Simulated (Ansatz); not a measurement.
TiS₂:
```
TiS2
1.0
    0.00000     4.80976     4.80976
    4.80976     0.00000     4.80976
    4.80976     4.80976     0.00000
Ti S
4 8
Direct
  0.62500   0.62500   0.12500
  0.62500   0.12500   0.62500
  0.62500   0.62500   0.62500
  0.12500   0.62500   0.62500
  0.87502   0.87502   0.87502
  0.87507   0.37498   0.37498
  0.87502   0.87502   0.37493
  0.37498   0.87507   0.37498
  0.37493   0.87502   0.87502
  0.37498   0.37498   0.37498
  0.87502   0.37493   0.87502
  0.37498   0.37498   0.87507
```

Relaxed with PBEsol. Special points in fractions of this cell's reciprocal vectors: Γ (0.000, 0.000, 0.000); X (0.500, 0.000, 0.500); U (0.625, 0.250, 0.625); K (0.375, 0.375, 0.750); L (0.500, 0.500, 0.500); W (0.500, 0.250, 0.750).

Q: List the band energies nearest the Fermi level at these points for plane-wave PAW PBEsol (Ansatz code).

A: In eV from the Fermi level; about four levels below and three above (degenerate sets whole), none deeper than 8.9 eV; points with the same levels are listed once.

| k | below | above |
|---|---|---|
| Γ | -1.49 -1.49 -1.49 -0.36 -0.36 | 0.12 0.26 0.26 0.26 |
| X | -1.19 -1.19 -0.88 -0.88 | 0.37 0.37 1.25 1.25 |
| U | -1.47 -1.45 -1.09 -0.77 | 0.52 0.86 1.16 |
| L | -1.32 -1.32 -1.03 -0.39 -0.39 | 0.49 0.49 1.01 |
| W | -1.51 -1.51 -1.13 -1.13 | 0.92 0.92 1.01 1.01 |

Space group Fd-3m. The first step of the workflow began from a Materials Project structure, measured or hypothetical; the Crystallography Open Database copy checked does not list it. It is not the phase usual at ambient conditions (space group No. 164). The cell was relaxed with PBEsol under the symmetry of its start; its stability against distortions is not shown here. The run is not spin-polarised. A small band overlap can be real or an error of a semilocal functional.

Potentials: the later of the program's two PAW sets.
